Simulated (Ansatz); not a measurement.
HgO (zinc blende, space group No. 216) at seven volumes, plane-wave PAW PBE (Ansatz code), scaled uniformly. One row is withheld.

```tsv
V (Å³/atom)	P (GPa)
16.865	9.55
17.421	5.79
17.977	?
18.533	0.00
19.089	-2.20
19.645	-4.03
20.201	-5.57
```

Task: Fit the shown pressures and predict the withheld one.

Result: P = (3/2)B₀(x^(7/2) − x^(5/2))[1 + (3/4)(B′ − 4)(x − 1)] with x = (V₀/V)^(2/3). Least squares on the six rows gives V₀ = 18.534 Å³/atom, B₀ = 80.1 GPa, B′ = 4.97. At V = 17.977, x = 1.0206 and P = 2.64 GPa. The run itself gave 2.64 GPa.

Space group F-43m (zinc blende). A made-up cell: these elements were put on the sites of a structure type; neither database checked (COD, Materials Project) lists it. COD files the formula under space group No. 44, 62, so this cell is another polymorph or a model. Its standing as an ambient phase is unchecked. The PBE relaxation kept the symmetry of its start; whether a distortion lowers the energy is not shown. Spin–orbit coupling is left out wherever it is not named.

Potentials: the later of the program's two PAW sets.
